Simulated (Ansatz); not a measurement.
Crystals of one structure type (rock salt) and one family of elements, relaxed and computed with the program Ansatz at the PBE level (PAW).

```
crystal  V (Å³/atom)  B₀ by P(V) fit (GPa)
-------  -----------  --------------------
MgO             9.63                   149
BeS            12.40                   107
CaO            14.09                   105
SrO            17.53                     ?
MgS            17.88                  73.9
BaO            21.65                  68.9
```

Q: Fit a straight line to ln B₀ against ln V and predict the withheld value.

A: Least squares on the 5 shown rows: ln B₀ = -0.97 × ln V + (7.170), with a scatter of 5.3 %. For SrO this gives 80.8. The run itself gave 84.6, a miss of 4.5 % of that.

Typed or built starts, not in the databases checked: BeS, rock salt. All cells were relaxed under the symmetry of their starts (and spin orders); stability against distortions was not tested throughout. Scalar-relativistic: spin–orbit coupling is off unless named, which matters more the heavier the elements.

Potentials: the earlier of the program's two PAW sets.
